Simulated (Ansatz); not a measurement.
AlN:
```
AlN
1.0
    0.00000     2.01823     2.01823
    2.01823     0.00000     2.01823
    2.01823     2.01823     0.00000
Al N
1 1
Cartesian
  0.00000   0.00000   0.00000
  2.01823   2.01823   2.01823
```

Relaxed with r²SCAN. Special points in fractions of this cell's reciprocal vectors: Γ (0.000, 0.000, 0.000); X (0.500, 0.000, 0.500); U (0.625, 0.250, 0.625); K (0.375, 0.375, 0.750); L (0.500, 0.500, 0.500); W (0.500, 0.250, 0.750).

Q: List the band energies nearest the valence-band maximum at these points for r²SCAN in the plane-wave PAW code Ansatz.

A: In eV from the valence-band maximum; about four levels below and three above (degenerate sets whole), none deeper than 8.9 eV; … stands for higher levels left out; points with the same levels are listed once.

```json
[
 {"k": "Γ", "below": "0.00 0.00 0.00", "above": "6.54 …"},
 {"k": "X", "below": "-7.57 -2.90 -2.90", "above": "5.53 5.99 15.45"},
 {"k": "U", "below": "-6.68 -5.55 -2.39", "above": "6.74 10.19 14.03"},
 {"k": "L", "below": "-8.47 -1.16 -1.16", "above": "6.94 11.97 11.97"},
 {"k": "W", "below": "-5.84 -5.84 -3.96", "above": "9.10 11.70 11.70"}
]
```

Space group Fm-3m (rock salt). This is a known high-pressure phase of the composition, computed here at zero pressure and temperature. The cell was relaxed with r²SCAN under the symmetry of its start; its stability against distortions is not shown here. The volume moved by -17 % from the start of the relaxation.

Potentials: the earlier of the program's two PAW sets.
